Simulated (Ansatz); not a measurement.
Level of theory: DFT PBE, scalar-relativistic, plane waves, PAW in Ansatz 0.2.0. Settings: cutoff 420 eV, Γ-centred meshes spaced at most about 0.3 Å⁻¹, and about 0.25 Å⁻¹ or finer for metals (2π included), Gaussian smearing. No spin polarisation in the final relaxations.

Temperature and zero-point effects are left out. All come from trial cells, and lower structures may exist.

Question: Which of these relaxed structures of Bi3O is the lowest in energy?
A.

```xyz
4
Lattice="5.3898 0.0000 0.0000 -2.6949 4.6677 0.0000 0.0000 0.0000 4.5062" Properties=species:S:1:pos:R:3 pbc="T T T"
Bi    0.0000    3.1118    2.2531
Bi    2.6949    1.5559    2.2531
Bi    0.0000    0.0000    0.0000
O     0.0000    0.0000    2.2531
```

B.

```xyz
4
Lattice="3.6530 2.1091 2.6842 -3.6530 2.1091 2.6842 0.0000 -4.2181 2.6842" Properties=species:S:1:pos:R:3 pbc="T T T"
Bi   -1.7998   -1.3405    3.1140
Bi   -0.2610    2.2289    3.1140
Bi    2.0608   -0.8884    3.1140
O     0.0000    0.0000    2.7352
```

C.

```xyz
4
Lattice="3.3384 0.0000 0.0000 0.0000 3.3384 0.0000 0.0000 0.0000 8.7348" Properties=species:S:1:pos:R:3 pbc="T T T"
Bi    1.6692    1.6692    7.1967
Bi    0.0000    0.0000    4.3674
Bi    1.6692    1.6692    1.5381
O     0.0000    0.0000    0.0000
```

D.

```xyz
4
Lattice="0.0000 3.6776 3.6776 3.6776 0.0000 3.6776 3.6776 3.6776 0.0000" Properties=species:S:1:pos:R:3 pbc="T T T"
Bi    0.0000    0.0000    0.0000
Bi    1.8388    1.8388    1.8388
Bi    5.5164    5.5164    5.5164
O     3.6776    3.6776    3.6776
```

Answer: B. It has space group R3 (No. 146); the next, C, with space group P4/mmm (No. 123), lies 178 meV/atom higher. Counting Bi atoms around O (those within 1.25 times the shortest such distance or 1.15 times the sum of covalent radii; the shortest distance is added where it is long for a bond), the lowest has O 3 and the next has O 8 from 2.8 Å.

Spin–orbit coupling, which can matter for Bi, is left out. In R3, P4/mmm, P6/mmm, Fm-3m an odd number of electrons in the primitive cell allows no gap without spin; a larger cell or a magnetic state could open one. A magnetic state wasn't ruled out in cells without spin, among them P4/mmm. Cells relaxed within their symmetry can be saddle points. Some structure types and database cells were kept out of the candidates from the start, so a known form may be missing.
